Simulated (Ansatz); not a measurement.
Data:

KF (rock salt)

```xyz
4
Lattice="0.0000 5.3183 5.3183 2.6592 2.6592 5.3183 2.6592 2.6592 0.0000" Properties=species:S:1:pos:R:3 pbc="T T T"
F      0.0000     0.0000     0.0000
F      2.6592     5.3183     2.6592
K      2.6592     2.6592     2.6592
K      2.6592     5.3183     5.3183
```

The atoms are displaced by Q × the pattern below (from a DFPT mode at X = (0.5, 0.5, 0.0), largest move 1; Q in Å), at fixed cell. It is one choice among 2 degenerate patterns. (q is in reciprocal vectors of the primitive cell; the cell shown is doubled to hold the pattern.)

| atom | x | y | z |
|---|---|---|---|
| F1 | 0.000 | -1.000 | 0.000 |
| F2 | 0.000 | 1.000 | 0.000 |
| K3 | 0.000 | -0.480 | 0.000 |
| K4 | 0.000 | 0.480 | 0.000 |

All values below come from r2SCAN (plane waves to 500 eV, PAW, scalar-relativistic; Ansatz, a program for electronic structure). k mesh 11×11×11 (Γ-centred), Fermi-Dirac smearing 0.05 eV. Energies are smeared free energies. KF was relaxed with its symmetry unable to fall. The zero of ΔE is the undisplaced structure.

The scan covers Q from -0.100 to 0.100 Å in 13 points.

### Question
Which space group does the distorted structure have?

### Answer
Cmcm (No. 63), lowered from Fm-3m.

### Question
What is the energy change at Q = 0.100 Å?

### Answer
43.1 meV/cell.

### Question
What harmonic wavenumber does the curvature at Q = 0 give?

### Answer
200 cm⁻¹.

(A displaced cell: forces are minus the slopes of the energy, force constants its curvatures, and phonons follow from these.)
